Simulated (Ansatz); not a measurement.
Harmonic vibrational thermodynamics of ScB$_{2}$ in space group P6/mmm (No. 191; Sc on 1a, B on 2d) at fixed volume, DFT-PBEsol in the program Ansatz with PAW potentials. The rows extrapolate the 0 K crystal and know nothing of melting or changes of phase.

```
T (K)  F_vib (meV/atom)  S (J/K per mol of atoms)  C_V (J/K per mol of atoms)
-----  ----------------  ------------------------  --------------------------
50                 91.4                       0.1                         0.4
100                91.1                       [?]                         [?]
200                 [?]                       5.7                         [?]
300                 [?]                      11.1                         [?]
400                65.0                      16.1                        19.1
600                22.4                      24.5                        22.0
800               -35.4                      31.0                        23.2
1000             -105.4                      36.3                        23.8
```

### Question
Some entries are withheld; supply them.

### Answer

- 200, F_vib (meV/atom): 87.8
- 200, C_V (J/K per mol of atoms): 10.7
- 100, C_V (J/K per mol of atoms): 3.2
- 100, S (J/K per mol of atoms): 1.1
- 300, F_vib (meV/atom): 79.1
- 300, C_V (J/K per mol of atoms): 16.0

The workflow started from a Materials Project entry (that database holds measured and hypothetical structures alike); the Crystallography Open Database files this formula in space group No. 191, but the cells were not matched. Its standing as an ambient phase is unchecked. The cell was relaxed with PBEsol under the symmetry of its start; phonons on a q-mesh show no instability. The run is not spin-polarised.

Potentials: the later of the program's two PAW sets.
